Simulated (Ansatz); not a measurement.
Data:

BiSb:
Space group R3m, hexagonal axes (No. 160); a = 4.400 Å, b = 4.400 Å, c = 11.242 Å, α = 90.00°, β = 90.00°, γ = 120.00°

```tsv
atom	site	symmetry	x	y	z
Sb	3a	3m	0.0000	0.0000	0.7635
Bi	3a	3m	0.0000	0.0000	0.2365
```
(The calculation used a cell of 2 atoms; values per cell refer to that cell.)

This is the LDA-relaxed structure.

All from the program Ansatz at the LDA level (PAW), unless another level is named. Estimate the highest zone-centre frequency.

116 cm⁻¹.

Next, the bulk modulus (Birch–Murnaghan fit)?

43.6 GPa.

The workflow started from a Materials Project entry (that database holds measured and hypothetical structures alike); the Crystallography Open Database copy checked does not list it. Whether it is the stable phase at ambient conditions was not checked. The cell was relaxed with LDA under the symmetry of its start; of distortions, only those at the zone centre were tested. As this level gives no gap, phonon frequencies hold no LO–TO term and depend on the k-mesh and smearing (Fermi–Dirac, 0.1 eV here). Spin–orbit coupling is left out wherever it is not named.

Potentials: the later of the program's two PAW sets.
